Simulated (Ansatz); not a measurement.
# Tl₂Au squeezed and stretched

A database entry relaxed whole under r2SCAN (I4/mcm):

```
Tl Au
1.0
    -3.68812    3.68812    2.83050
     3.68812   -3.68812    2.83050
     3.68812    3.68812   -2.83050
Tl Au
4 2
Direct
  0.65459 0.15459 0.80919
  0.15459 0.34541 0.50000
  0.34541 0.84541 0.19081
  0.84541 0.65459 0.50000
  0.25000 0.25000 0.00000
  0.75000 0.75000 0.00000
```

The cell was scaled uniformly, its shape held, and the atoms relaxed at each volume with plane-wave PAW DFT (Ansatz 0.2.0; r2SCAN, 500 eV, 8×8×8 Γ-centred mesh, fermi-dirac occupations of width 0.100 eV; no spin, no spin-orbit coupling). One row is withheld.

```tsv
volume (Å³/atom)	energy over the lowest (meV/atom)	pressure (GPa)
24.127	15.0	3.36
24.641	6.3	2.06
25.154	1.5	0.96
25.667	0.0	-0.01
26.181	1.5	-0.87
26.694	?	?
27.207	11.7	-2.25
```

**Question.** Fit the pressures of the other rows to the third-order Birch-Murnaghan form.

**Answer.** With f = [(V₀/V)^(2/3) − 1]/2 and P = 3B₀f(1 + 2f)^(5/2)[1 + 3(B₀′ − 4)f/2], least squares gives V₀ = 25.66 Å³ an atom, B₀ = 45.6 GPa and B₀′ = 5.9; the rows miss the fit by 0.01 GPa. The slope of the energies differs from these pressures by less than 0.05 GPa.

**Question.** What does the withheld row hold?

**Answer.** The fit gives -1.61 GPa at 26.694 Å³; the run gave -1.60 GPa and 5.5 meV an atom.

Caveats: the shape of the cell was held, so B₀ is an upper bound where the axes differ in stiffness; 0 K, fixed nuclei; the symmetry was kept, and this need not be the phase that is stable at 0 K; one mesh for all volumes; the relaxed cell lies far from the entry, by an error of the functional or of the entry; pressure is positive in compression.
